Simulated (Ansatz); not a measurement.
NiGe2 (MoSi2 or CaC2 type, I4/mmm) at seven volumes, plane-wave PAW PBE (Ansatz code), shape and atoms relaxed at each. One row is withheld.

```csv
V (Å³/atom),P (GPa)
13.919,?
14.378,7.21
14.837,3.29
15.295,-0.01
15.754,-2.76
16.213,-5.04
16.672,-6.92
```

Problem. Fit the shown pressures and predict the withheld one.

Solution. P = (3/2)B₀(x^(7/2) − x^(5/2))[1 + (3/4)(B′ − 4)(x − 1)] with x = (V₀/V)^(2/3). Least squares on the six rows gives V₀ = 15.293 Å³/atom, B₀ = 99.9 GPa, B′ = 5.09. At V = 13.919, x = 1.0648 and P = 11.96 GPa. The run itself gave 11.91 GPa.

The cell is a constructed one: a structure type filled with these elements; neither database checked (COD, Materials Project) lists it. Its standing as an ambient phase is unchecked. The PBE relaxation kept the symmetry of its start; whether a distortion lowers the energy is not shown. The workflow began spin-polarised and lost its moments.

Potentials: the later of the program's two PAW sets.
